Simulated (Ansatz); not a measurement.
Nb2Co3Si:
```cif
data_Co6Nb4Si2
_chemical_formula_sum 'Nb4 Co6 Si2'
_space_group_name_H-M_alt 'P 1'
_space_group_IT_number 1
_cell_length_a 4.81780
_cell_length_b 4.81780
_cell_length_c 7.50048
_cell_angle_alpha 90.000
_cell_angle_beta 90.000
_cell_angle_gamma 120.000
loop_
_space_group_symop_operation_xyz
  'x, y, z'
loop_
_atom_site_label
_atom_site_type_symbol
_atom_site_fract_x
_atom_site_fract_y
_atom_site_fract_z
_atom_site_occupancy
Nb1 Nb 0.66667 0.33333 0.93929 1
Nb2 Nb 0.33333 0.66667 0.06071 1
Nb3 Nb 0.33333 0.66667 0.43929 1
Nb4 Nb 0.66667 0.33333 0.56071 1
Co1 Co 0.16960 0.83040 0.75000 1
Co2 Co 0.83040 0.16960 0.25000 1
Co3 Co 0.33920 0.16960 0.25000 1
Co4 Co 0.66080 0.83040 0.75000 1
Co5 Co 0.16960 0.33920 0.75000 1
Co6 Co 0.83040 0.66080 0.25000 1
Si1 Si 0.00000 0.00000 0.50000 1
Si2 Si 0.00000 0.00000 0.00000 1
```

Relaxed with r²SCAN.

Which orbitals make up the states near the Fermi level in r²SCAN in the plane-wave PAW code Ansatz?

Within 0.5 eV of the Fermi level: Co 3d 50 %, Nb 4d 38 %. Projections are on Löwdin-orthogonalised atomic valence shells; empty p or d shells of many metals are not among them.

Tabulate the density of states.

States/eV per cell of 12 atoms, in 0.25 eV bins, energy from the Fermi level.

```
E (eV)  total  Co 3d  Nb 4d  Si 3p
------  -----  -----  -----  -----
-7.85    0.00   0.00   0.00   0.00
-7.60    0.00   0.00   0.00   0.00
-7.35    0.06   0.01   0.00   0.02
-7.10    0.60   0.07   0.07   0.21
-6.85    1.42   0.14   0.22   0.48
-6.60    3.92   0.32   0.67   1.19
-6.35    4.53   0.50   0.82   1.23
-6.10    4.11   0.59   0.80   1.05
-5.85    1.34   0.23   0.27   0.35
-5.60    2.87   0.48   0.59   0.88
-5.35    6.10   1.36   1.53   1.75
-5.10    7.25   1.79   1.80   2.02
-4.85    5.37   1.52   1.43   1.43
-4.60    6.06   1.64   1.83   1.46
-4.35   10.13   4.51   2.77   1.41
-4.10    9.28   4.77   2.31   1.11
-3.85    8.48   4.52   2.09   0.80
-3.60    9.97   5.96   2.26   0.74
-3.35   13.05   8.25   3.18   0.63
-3.10   12.95   8.85   2.79   0.45
-2.85   18.08  11.91   4.84   0.43
-2.60   31.77  22.79   6.18   1.04
-2.35   16.81  11.15   3.85   0.50
-2.10   23.28  16.19   4.24   0.77
-1.85   18.47  12.72   3.55   0.52
-1.60   11.87   7.82   2.46   0.37
-1.35    8.17   5.10   1.93   0.28
-1.10   10.01   7.78   1.48   0.24
-0.85   24.10  20.68   2.43   0.32
-0.60   18.31  14.16   2.61   0.66
-0.35   12.84   7.86   3.33   0.69
-0.10   12.16   6.06   4.61   0.45
0.15    12.49   5.36   5.59   0.29
0.40    13.66   5.97   6.28   0.29
0.65     9.89   5.40   3.84   0.13
0.90    11.33   6.72   3.94   0.29
1.15     7.00   4.23   2.05   0.38
1.40     5.19   2.34   2.07   0.42
1.65     6.84   2.37   3.35   0.65
1.90     6.01   1.76   3.20   0.56
2.15     5.16   1.27   3.09   0.38
2.40     6.20   1.32   3.95   0.35
2.65     6.67   1.03   4.77   0.31
2.90    10.43   1.21   7.98   0.45
3.15     5.85   0.72   4.29   0.29
3.40     9.51   1.05   6.58   0.42
3.65     9.77   0.95   6.67   0.46
3.90     3.30   0.34   2.02   0.30
4.15     3.56   0.35   2.03   0.42
4.40     4.40   0.43   2.27   0.64
4.65     3.97   0.36   1.80   0.59
```

Space group P6_3/mmc. The workflow started from a Materials Project entry (that database holds measured and hypothetical structures alike); the Crystallography Open Database copy checked does not list it. Whether it is the stable phase at ambient conditions was not checked. The r²SCAN relaxation kept the symmetry of its start; its stability against distortions is not shown here. The run is not spin-polarised. Spin–orbit coupling is left out wherever it is not named.

Potentials: the later of the program's two PAW sets.
